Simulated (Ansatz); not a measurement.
LiH:
```
LiH
1.0
    0.00000     1.99040     1.99040
    1.99040     0.00000     1.99040
    1.99040     1.99040     0.00000
Li H
1 1
Direct
  0.00000   0.00000   0.00000
  0.50000   0.50000   0.50000
```

Relaxed with PBEsol.

### Question
Decompose the optical modes at the zone centre into irreducible representations, and say which are infrared and Raman allowed.

### Answer
Point group m-3m: Γ_opt = T1u. Infrared: T1u. Raman: none.

### Question
Assign frequencies (DFPT, PBEsol in the plane-wave PAW code Ansatz; without the LO–TO term).

### Answer
T1u 621 cm⁻¹.

Space group Fm-3m (rock salt). The cell was relaxed with PBEsol under the symmetry of its start; of distortions, only those at the zone centre were tested.

Potentials: the later of the program's two PAW sets.
